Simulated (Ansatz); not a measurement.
A relaxation computed with Ansatz, from input to last step.

```yaml
crystal:
  lattice:
    - [-2.3872843605, 2.3872843605, 5.7161560881]
    - [2.3872843605, -2.3872843605, 5.7161560881]
    - [2.3872843605, 2.3872843605, -5.7161560881]
  atoms:
    - { symbol: Sn, position: [0.0, 0.0, 0.0] }
    - { symbol: Bi, position: [0.5, 0.5, 0.0] }
    - { symbol: Bi, position: [0.25, 0.75, 0.5] }
    - { symbol: Bi, position: [0.75, 0.25, 0.5] }
basis:
  ecutwfc: 420
kpoints:
  mp_grid: { grid: [12, 12, 12] }
hamiltonian:
  xc: pbesol
scf:
  occupations: { method: gaussian, width: 0.1 }
output:
  forces: true
  stress: true
  eigenvalues: true
relax:
  adjacent_minimum: "off"
  f_tol: 0.01
  max_steps: 30
  cell: { stress_tol: 0.1, fix: [volume] }
```

```bash
ansatz run input.yaml --threads 1 --pin off --max-ram 2560MiB --backend cpu --events-out ev --progress --plain --runs-dir out
```

Computed with DFT PBEsol, scalar-relativistic, plane waves, PAW (Ansatz 0.2.0).

The volume is held at 1.1 times that of the relaxed cell.

Of 4 frames 3 are shown, positions in Å and forces in eV/Å; the SCF threshold varies from step to step. Steps run on the plane waves of an earlier cell, with a Pulay correction in the pressure. The basis is chosen afresh for the last frame, the zero of the energies, and at times for earlier ones too; energy and pressure step there, also at an unchanged geometry.

```xyz
4
Lattice="-2.3873 2.3873 5.7162 2.3873 -2.3873 5.7162 2.3873 2.3873 -5.7162" Properties=species:S:1:pos:R:3:forces:R:3 pbc="T T T" step=1 free_energy_over_end_meV_per_atom=0.15 pressure_GPa=-4.19
Sn    0.0000    0.0000    0.0000    0.0000    0.0000    0.0000
Bi    0.0000    0.0000    5.7162    0.0000    0.0000    0.0000
Bi    2.3873    0.0000    2.8581    0.0000    0.0000    0.0000
Bi    0.0000    2.3873    2.8581    0.0000    0.0000    0.0000
4
Lattice="-2.3845 2.3845 5.7297 2.3845 -2.3845 5.7297 2.3845 2.3845 -5.7297" Properties=species:S:1:pos:R:3:forces:R:3 pbc="T T T" step=2 free_energy_over_end_meV_per_atom=0.05 pressure_GPa=-4.18
Sn    0.0000    0.0000    0.0000    0.0000    0.0000    0.0000
Bi    0.0000    0.0000    5.7297    0.0000    0.0000    0.0000
Bi    2.3845    0.0000    2.8648    0.0000    0.0000    0.0000
Bi    0.0000    2.3845    2.8648    0.0000    0.0000    0.0000
4
Lattice="-2.3797 2.3797 5.7526 2.3797 -2.3797 5.7526 2.3797 2.3797 -5.7526" Properties=species:S:1:pos:R:3:forces:R:3 pbc="T T T" step=4 free_energy_over_end_meV_per_atom=0.00 pressure_GPa=-4.15
Sn    0.0000    0.0000    0.0000    0.0000    0.0000    0.0000
Bi    0.0000    0.0000    5.7526    0.0000    0.0000    0.0000
Bi    2.3797    0.0000    2.8763    0.0000    0.0000    0.0000
Bi    0.0000    2.3797    2.8763    0.0000    0.0000    0.0000
```

The run took 2.2 min on 1 thread of Intel(R) Xeon(R) Platinum 8488C (Sapphire Rapids), with other jobs on the host, peak memory 0.86 GiB.

Spin–orbit coupling is left out, which can shift energies with elements as heavy as these.